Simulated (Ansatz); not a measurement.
TiB2 (AlB2 type, space group P6/mmm)

```xyz
3
Lattice="3.0320 0.0000 0.0000 -1.5160 2.6258 0.0000 0.0000 0.0000 3.2243" Properties=species:S:1:pos:R:3 pbc="T T T"
Ti     0.0000     0.0000     0.0000
B      0.0000     1.7505     1.6122
B      1.5160     0.8753     1.6122
```

This relaxed cell (volume V₀) is scaled evenly in all directions, its shape held. Symmetry pins the atoms to their sites.

Calculation: PBE (plane waves to 420 eV, PAW, scalar-relativistic; Ansatz, a quantum-chemistry and plane-wave program). k mesh 18×18×14 (Γ-centred), Fermi-Dirac smearing 0.05 eV. Stress and pressure are positive under compression. TiB2 is run without spin polarisation. TiB2 was relaxed with its symmetry unable to fall.

At one point of the scan the stress tensor (GPa) is:

```
  -14.3      0.0      0.0
    0.0    -14.3      0.0
    0.0      0.0    -11.3
```

Which point is it?
A. V/V₀ = 1.060
B. V/V₀ = 1.020
C. V/V₀ = 1.040
D. V/V₀ = 1.100

A, V/V₀ = 1.060

(Under strain, the slope of the energy per volume gives the stress and its curvature an elastic modulus.)
